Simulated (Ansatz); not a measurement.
WS$_{2}$ (2H-MoS2 type, space group P6_3/mmc)

```
CELL_PARAMETERS angstrom
      3.16997     0.00000     0.00000
     -1.58498     2.74527     0.00000
      0.00000     0.00000    12.49180
ATOMIC_POSITIONS crystal
  W  0.33333 0.66667 0.25000
  W  0.66667 0.33333 0.75000
  S  0.33333 0.66667 0.62490
  S  0.66667 0.33333 0.12490
  S  0.66667 0.33333 0.37510
  S  0.33333 0.66667 0.87510
```

This relaxed cell (volume V₀) is scaled evenly in all directions, its shape held. The atoms relax within the cell's symmetry.

These are r2SCAN+rVV10 (plane waves to 500 eV, PAW, scalar-relativistic; Ansatz, a program for electronic structure) values and carry that method's errors. k mesh 12×12×3 (Γ-centred), Fermi-Dirac smearing 0.05 eV. E stands for the smeared free energy. With the shape held, the modulus is that of even scaling; a crystal free to change shape is softer. Spin-orbit coupling is left out, though W is heavy. WS2 is run without spin polarisation. WS2 was relaxed with its symmetry unable to fall. ΔE is measured from the relaxed starting cell.

```tsv
V (Å³/atom)	ΔE (meV/atom)
15.219	156.2
15.702	102.7
16.186	62.3
16.669	33.3
17.152	14.1
17.635	3.4
18.118	0.0
18.601	3.1
19.084	11.8
19.568	25.5
20.051	43.6
20.534	65.6
21.017	91.1
```

**Question.** What is the fitted pressure derivative B₀′?

**Answer.** 4.1.

**Question.** What bulk modulus at fixed cell shape B₀ follows from a third-order Birch-Murnaghan fit?

**Answer.** 80.7 GPa. Check by three points about V = 18.118 Å³/atom, step 0.483: d²E/dV² ≈ (3.4 − 2·0.0 + 3.1) meV / 0.483² = 0.0278 eV/Å⁶, and V·d²E/dV² × 160.2 = 80.8 GPa.

(A scan under strain: stresses follow from slopes of the energy per volume, elastic moduli from its curvatures.)
